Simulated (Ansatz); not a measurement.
BiTe in the zincblende structure: a workflow

Computed with Ansatz (plane waves, PAW, 420 eV cutoff): PBEsol, scalar-relativistic, no spin polarisation, Γ-centred 8×8×8 mesh, 0.05 eV Gaussian smearing. The datasets are Ansatz's generated set soft_2.

This is a trial structure; measured cells of the compound in the Crystallography Open Database are in space groups P-3m1, Fm-3m (rock salt).

Starting cell:

```xyz
2
Lattice="0.0000 3.4733 3.4733 3.4733 0.0000 3.4733 3.4733 3.4733 0.0000" Properties=species:S:1:pos:R:3 pbc="T T T"
Bi    0.0000    0.0000    0.0000
Te    1.7367    1.7367    1.7367
```

The first steps of the search for zero pressure:

```
run   level  k-mesh        kind  V (Å³/atom)  P (GPa)  gap on the mesh (eV)
  1  PBEsol   8×8×8  fixed cell        41.90      2.8                 metal
  2  PBEsol   8×8×8  fixed cell        42.68      2.0                 metal
```

(1) At which volume does PBEsol reach zero pressure?

Answer:

(1) 45.15 Å³/atom, about 7.7 % over the start.

The steps that followed:

```
run   level  k-mesh        kind  V (Å³/atom)  P (GPa)  E − E(final) (meV/atom)  gap on the mesh (eV)
  3  PBEsol   8×8×8  fixed cell        45.15      0.0                      0.0                 metal
```

The cell is relaxed to zero pressure at this level.

The final structure (symmetry read at 0.01 Å). It takes space group F-43m (No. 216, cubic). Conventional cell: a = 7.122 Å, b = 7.122 Å, c = 7.122 Å, α = 90.00°, β = 90.00°, γ = 90.00°. Bi (site symmetry -43m) is surrounded by 4 Te at 3.08 Å. Te (site symmetry -43m) is surrounded by 4 Bi at 3.08 Å. (Neighbours are counted to 15 % beyond the shortest distance.)

At the final geometry the gap, band path included, is zero (metallic). The equation of state gives B0 = 31 GPa. Against the elements' standard states, run alike and uncorrected, the formation energy is 0.27 eV/atom, so this structure is unstable against them at this level. 

**Why it comes out so.**

With 31 valence electrons in the calculation's cell and no magnetic order, the bands, two electrons each, can't all be full or empty: band theory demands a metal.

Scalar-relativistic only: spin–orbit splittings of the heavy atoms' levels are missing. Spin polarisation wasn't tried.
